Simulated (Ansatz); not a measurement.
Field gradients of Si3N4 from run to run

Cell of run 1: an entry of the Crystallography Open Database (COD).

```cif
data_structure
_symmetry_space_group_name_H-M 'P 1'
_symmetry_Int_Tables_number 1
_cell_length_a 7.6322
_cell_length_b 7.6322
_cell_length_c 2.9191
_cell_angle_alpha 90.000
_cell_angle_beta 90.000
_cell_angle_gamma 120.000
_cell_volume 147.26
loop_
_atom_site_label
_atom_site_type_symbol
_atom_site_fract_x
_atom_site_fract_y
_atom_site_fract_z
_atom_site_occupancy
Si1 Si 0.19520 0.76560 0.25000 1
Si2 Si 0.42960 0.19520 0.75000 1
Si3 Si 0.23440 0.42960 0.25000 1
Si4 Si 0.80480 0.23440 0.75000 1
Si5 Si 0.57040 0.80480 0.25000 1
Si6 Si 0.76560 0.57040 0.75000 1
N7 N 0.33333 0.66667 0.25000 1
N8 N 0.66667 0.33333 0.75000 1
N9 N 0.33940 0.03620 0.25000 1
N10 N 0.30320 0.33940 0.75000 1
N11 N 0.96380 0.30320 0.25000 1
N12 N 0.66060 0.96380 0.75000 1
N13 N 0.69680 0.66060 0.25000 1
N14 N 0.03620 0.69680 0.75000 1
```

Atom numbers follow the list; atoms alike are taken as one site, whose name carries the number of the first.

Relaxed positions (PBE, cell held):

```
CELL_PARAMETERS angstrom
7.63220 0.00000 0.00000
-3.81610 6.60968 0.00000
0.00000 0.00000 2.91910
ATOMIC_POSITIONS crystal
Si 0.17446 0.76836 0.25000
Si 0.40610 0.17446 0.75000
Si 0.23164 0.40610 0.25000
Si 0.82554 0.23164 0.75000
Si 0.59390 0.82554 0.25000
Si 0.76836 0.59390 0.75000
N 0.33333 0.66667 0.25000
N 0.66667 0.33333 0.75000
N 0.32989 0.03033 0.25000
N 0.29956 0.32989 0.75000
N 0.96967 0.29956 0.25000
N 0.67011 0.96967 0.75000
N 0.70044 0.67011 0.25000
N 0.03033 0.70044 0.75000
```

All runs are DFT with Ansatz 0.2.0 (plane waves and PAW, scalar-relativistic unless spin–orbit coupling is named, Γ-centred meshes, Fermi–Dirac smearing where given) in this cell.

Run 1: PBE, gradients read without the response of the cores, atoms as given; 420 eV, 4×4×9 k-points, smearing 0.02 eV.
Run 2: PBE, gradients read without the response of the cores, atoms relaxed; 420 eV, 4×4×9 k-points, smearing 0.02 eV.
Run 3: r2SCAN, gradients read without the response of the cores, at the relaxed atoms; 500 eV, 4×4×9 k-points, smearing 0.02 eV.

```csv
run,Si V_zz (η),N7 V_zz (η),N9 V_zz (η)
1,-4.29 (0.16),-2.75 (0.00),-6.24 (0.27)
2,?,?,?
3,0.88 (0.28),-5.30 (0.00),-5.28 (0.08)
```

V_zz in 10²¹ V/m².

Task: Estimate the row of run 2.

Result: Si: 0.88 (0.31); N7: -5.20 (0.00); N9: -5.26 (0.07). It lies nearest to run 3, from whose tensors on these sites it differs by 0.10 at most (largest principal value of the difference, on N7). Taken one at a time, the positions of the atoms (as given or relaxed) move the tensors on these sites by up to 3.71 (largest principal value of the change, on Si), the functional (r2SCAN with its higher cutoff) by 0.10 (N7). On some sites the largest principal value moves to another axis from run to run, and the sign of V_zz can flip with it.

The database positions were far from equilibrium, so the relaxed structure may not be the compound's real one. In run 1 the atoms aren't at the calculated equilibrium (largest force 9.4 eV/Å). The cell isn't the equilibrium one in run 1 (calculated pressure 11 GPa, with larger principal stresses), and the entry's cell may itself be off. Run 1: The database positions are far from the calculated equilibrium, so these values describe the entry as written and may be far from the real compound's.
